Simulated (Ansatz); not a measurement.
## InF: relaxation of cell and atoms

The calculation used DFT, PBE, PAW with Ansatz's default frozen-core files, scalar-relativistic in Ansatz 0.2.0.

Command: `ansatz run input.yaml --threads 1 --pin off --max-ram 2048MiB --backend cpu --events-out ev --progress --plain --runs-dir out` The run took about 80 s on 1 thread of a shared machine.

```yaml
crystal:
  lattice:
    - [0.0, 2.4049482736, 2.4049482736]
    - [2.4049482736, 0.0, 2.4049482736]
    - [2.4049482736, 2.4049482736, 0.0]
  atoms:
    - { symbol: In, position: [0.0, 0.0, 0.0] }
    - { symbol: F, position: [0.25, 0.25, 0.25] }
kpoints:
  mp_grid: { grid: [13, 13, 13] }
scf:
  occupations: { method: fermi_dirac, width: 0.05 }
hamiltonian:
  xc: pbe
  pseudopotentials: { kind: paw }
output:
  forces: true
  stress: true
  write_density: true
  write_potential: true
  elf: true
  volumetric_format: npy
relax:
  f_tol: 0.005
  max_steps: 80
  cell: {}
```

No spin–orbit coupling, which matters for the heavy atoms here.

The cell is built from the zincblende type as a first guess.

The cutoff is 420 eV; energies and pressures of the walk include the program's estimate of the Pulay term.

Each frame lists the cell vectors (Å), then Cartesian positions (Å); symmetry keeps all forces zero. Free energies count from the first step, -6403.7318 eV.

The walk took 15 evaluations in all; steps that aren't listed are left out.

Step 1: E = 0.0 meV, P = 59.44 GPa

```
cell 0.0000 2.4049 2.4049 2.4049 0.0000 2.4049 2.4049 2.4049 0.0000
In    0.0000    0.0000    0.0000
F     1.2025    1.2025    1.2025
```

Step 2: E = -1176.9 meV, P = 32.71 GPa

```
cell 0.0000 2.5222 2.5222 2.5222 0.0000 2.5222 2.5222 2.5222 0.0000
In    0.0000    0.0000    0.0000
F     1.2611    1.2611    1.2611
```

Step 3:

```
cell 0.0000 2.6394 2.6394 2.6394 0.0000 2.6394 2.6394 2.6394 0.0000
In    0.0000    0.0000    0.0000
F     1.3197    1.3197    1.3197
```

Step 4: E = -2081.9 meV, P = 0.08 GPa

```
cell 0.0000 2.7567 2.7567 2.7567 0.0000 2.7567 2.7567 2.7567 0.0000
In    0.0000    0.0000    0.0000
F     1.3783    1.3783    1.3783
```

Step 5: E = -2081.9 meV, P = -0.01 GPa

```
cell 0.0000 2.7573 2.7573 2.7573 0.0000 2.7573 2.7573 2.7573 0.0000
In    0.0000    0.0000    0.0000
F     1.3787    1.3787    1.3787
```

Step 6: E = -2438.0 meV, P = 10.02 GPa (the cell of the step before, solved again on a basis chosen afresh, hence the jump)

Step 7: E = -2604.4 meV, P = 5.52 GPa

```
cell 0.0000 2.8363 2.8363 2.8363 0.0000 2.8363 2.8363 2.8363 0.0000
In    0.0000    0.0000    0.0000
F     1.4182    1.4182    1.4182
```

Step 8: E = -2678.3 meV, P = 0.23 GPa

```
cell 0.0000 2.9469 2.9469 2.9469 0.0000 2.9469 2.9469 2.9469 0.0000
In    0.0000    0.0000    0.0000
F     1.4735    1.4735    1.4735
```

Step 9: E = -2677.5 meV, P = 0.00 GPa

```
cell 0.0000 2.9522 2.9522 2.9522 0.0000 2.9522 2.9522 2.9522 0.0000
In    0.0000    0.0000    0.0000
F     1.4761    1.4761    1.4761
```

Step 10: E = -2733.9 meV, P = 1.32 GPa (the cell of the step before, solved again on a basis chosen afresh, hence the jump)

Step 11: E = -2740.0 meV, P = 0.49 GPa

```
cell 0.0000 2.9824 2.9824 2.9824 0.0000 2.9824 2.9824 2.9824 0.0000
In    0.0000    0.0000    0.0000
F     1.4912    1.4912    1.4912
```

Step 12: E = -2739.4 meV, P = 0.03 GPa

```
cell 0.0000 3.0009 3.0009 3.0009 0.0000 3.0009 3.0009 3.0009 0.0000
In    0.0000    0.0000    0.0000
F     1.5005    1.5005    1.5005
```

Step 13: E = -2744.8 meV, P = 0.08 GPa (the cell of the step before, solved again on a basis chosen afresh, hence the jump)

(1) Give the energy, pressure of step 3.

(2) How does the relaxation end?

## Answers

(1) E = -1853.6 meV, P = 15.22 GPa
```
In    0.0000    0.0000    0.0000
F     1.3197    1.3197    1.3197
```

(2) It converges, with a = 6.009 Å, b = 6.009 Å, c = 6.009 Å, α = 90.00°, β = 90.00°, γ = 90.00° (conventional cell, space group F-43m). The last solve (on a basis chosen afresh for the final cell, so its energy is not quite comparable) gives E = -2744.9 meV, P = 0.00 GPa:
```
cell 0.0000 3.0045 3.0045 3.0045 0.0000 3.0045 3.0045 3.0045 0.0000
In    0.0000    0.0000    0.0000
F     1.5022    1.5022    1.5022
```
